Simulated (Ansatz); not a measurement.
HfO2:
```yaml
crystal:
  lattice:
    - [5.16188, 0.00000, 0.00000]
    - [0.00000, 5.21221, 0.00000]
    - [-0.89846, 0.00000, 5.27695]
  atoms:
    - { symbol: Hf, position: [0.27574, 0.45712, 0.70839] }
    - { symbol: Hf, position: [0.72426, 0.54288, 0.29161] }
    - { symbol: Hf, position: [0.72426, 0.95712, 0.79161] }
    - { symbol: Hf, position: [0.27574, 0.04288, 0.20839] }
    - { symbol: O, position: [0.44918, 0.74282, 0.97664] }
    - { symbol: O, position: [0.55082, 0.25718, 0.02336] }
    - { symbol: O, position: [0.55082, 0.24282, 0.52336] }
    - { symbol: O, position: [0.44918, 0.75718, 0.47664] }
    - { symbol: O, position: [0.06709, 0.32855, 0.34852] }
    - { symbol: O, position: [0.93291, 0.67145, 0.65148] }
    - { symbol: O, position: [0.93291, 0.82855, 0.15148] }
    - { symbol: O, position: [0.06709, 0.17145, 0.84852] }
```

Relaxed with PBE. Special points in fractions of this cell's reciprocal vectors: Γ (0.000, 0.000, 0.000); Z (0.000, 0.500, 0.000); D (0.000, 0.500, 0.500); B (0.000, 0.000, 0.500); A (-0.500, 0.000, 0.500); E (-0.500, 0.500, 0.500); C2 (-0.500, 0.500, 0.000); Y2 (-0.500, 0.000, 0.000).

List the band energies nearest the valence-band maximum at these points for the program Ansatz at the PBE level (PAW).

In eV from the valence-band maximum; about four levels below and three above (degenerate sets whole), none deeper than 8.9 eV; points with the same levels are listed once.

| k | below | above |
|---|---|---|
| Γ | -0.55 -0.50 -0.21 0.00 | 4.53 4.99 5.10 |
| Z | -0.82 -0.82 -0.44 -0.44 | 4.94 4.94 5.50 5.50 |
| D | -0.92 -0.92 -0.91 -0.91 -0.66 -0.66 | 4.90 4.90 5.08 5.08 |
| B | -0.84 -0.84 -0.50 -0.50 | 4.71 4.71 5.15 5.15 |
| A | -0.96 -0.96 -0.53 -0.53 | 4.33 4.33 5.45 5.45 |
| E | -1.03 -1.03 -0.73 -0.73 | 4.48 4.48 5.17 5.17 |
| C2 | -0.92 -0.92 -0.59 -0.59 | 4.68 4.68 5.16 5.16 |
| Y2 | -0.75 -0.56 -0.47 -0.08 | 4.04 5.03 5.06 |

Space group P2_1/c. The PBE relaxation kept the symmetry of its start. The run is not spin-polarised. Scalar-relativistic: spin–orbit coupling is off unless named, which matters more the heavier the elements.

Potentials: the earlier of the program's two PAW sets.
